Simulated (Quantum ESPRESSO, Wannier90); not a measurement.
## Tight-binding from DFT: Sn (Immm)

```
begin unit_cell_cart
ang
   -1.7265400000    1.7755450000    2.3383400000
    1.7265400000   -1.7755450000    2.3383400000
    1.7265400000    1.7755450000   -2.3383400000
end unit_cell_cart
begin atoms_frac
Sn   0.0000000000  0.0000000000  0.0000000000
end atoms_frac
```

Structure: Materials Project mp-623511, symmetrised, not relaxed again. Not found in the COD (Crystallography Open Database) copy used, which has the formula in other groups; not checked further. Method: PBEsol plane waves in Quantum ESPRESSO 7.5 (PseudoDojo norm-conserving files, 58 Ry, no spin polarisation, no spin-orbit coupling), Bloch states on a 10×10×10 mesh through Γ, Wannier90 4.0.1. Density: 16×16×16 mesh, cold smearing 0.01 Ry. Spin-orbit coupling is left out although heavy elements are present.

Functional, cutoff and mesh named above are those of the base row (1); the first column says what each row takes instead. Model: 4 functions from bands 6-15, start hydrogen-like Sn: s;p, disentangled but not localised (num_iter = 0), frozen window tied to the conduction edge or Fermi level of each row, as listed, which moves Ω_I and hoppings a little by itself. Energies are relative to the Fermi level; the misfit is to pw.x on a path, for states up to 1.0 eV relative to the Fermi level. The lattice is scaled uniformly, fractional positions fixed. The disentangled Ω_I can sit in another minimum from row to row.

```csv
scale,frozen to (eV),Ω_I (Å²),rms misfit (meV),bottom of band 6 (eV),on-site Sn1 pz minus Sn1 s (eV),"hopping modulus Sn1 px – Sn1 px, R = 0 1 1 (eV)","hopping modulus Sn1 s – Sn1 px, R = 0 1 1 (eV)","hopping modulus Sn1 s – Sn1 s, R = 0 0 1 (eV)"
0.95,1.50,6.65,15,-11.96,7.35,1.744,0.911,0.430
0.975,1.50,6.75,14,-11.34,7.31,1.609,0.828,0.389
1,1.50,6.87,15,-10.78,7.26,1.485,0.752,0.351
1.025,1.50,7.05,13,-10.28,7.22,1.364,0.682,0.316
1.05,1.50,7.19,13,-9.85,7.17,1.257,0.620,0.285
```
